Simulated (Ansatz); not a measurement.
MgAu (CsCl type, Pm-3m) under volume change, plane-wave PAW r²SCAN (Ansatz code), scaled uniformly.

```json
[
 {"V (Å³/atom)": "15.913", "E − E(relaxed) (meV/atom)": "48.5", "P (GPa)": "10.80"},
 {"V (Å³/atom)": "16.438", "E − E(relaxed) (meV/atom)": "___", "P (GPa)": "___"},
 {"V (Å³/atom)": "16.962", "E − E(relaxed) (meV/atom)": "4.8", "P (GPa)": "3.00"},
 {"V (Å³/atom)": "17.487", "E − E(relaxed) (meV/atom)": "0.0", "P (GPa)": "0.00"},
 {"V (Å³/atom)": "18.011", "E − E(relaxed) (meV/atom)": "4.3", "P (GPa)": "-2.53"},
 {"V (Å³/atom)": "18.536", "E − E(relaxed) (meV/atom)": "16.1", "P (GPa)": "-4.66"},
 {"V (Å³/atom)": "19.061", "E − E(relaxed) (meV/atom)": "___", "P (GPa)": "___"}
]
```

Task: Some entries are withheld; supply them.

Result: 
- 16.438, E − E(relaxed) (meV/atom): 20.2
- 16.438, P (GPa): 6.56
- 19.061, E − E(relaxed) (meV/atom): 34.4
- 19.061, P (GPa): -6.44

Task: What does a third-order Birch–Murnaghan fit give for V₀, B₀ and B′?

Result: V₀ = 17.49 Å³/atom, B₀ = 91.6 GPa, B′ = 4.7.

The workflow started from an entry of the Crystallography Open Database (COD). Whether it is the stable phase at ambient conditions was not checked. The r²SCAN relaxation kept the symmetry of its start; whether a distortion lowers the energy is not shown. Spin–orbit coupling is left out wherever it is not named.

Potentials: the later of the program's two PAW sets.
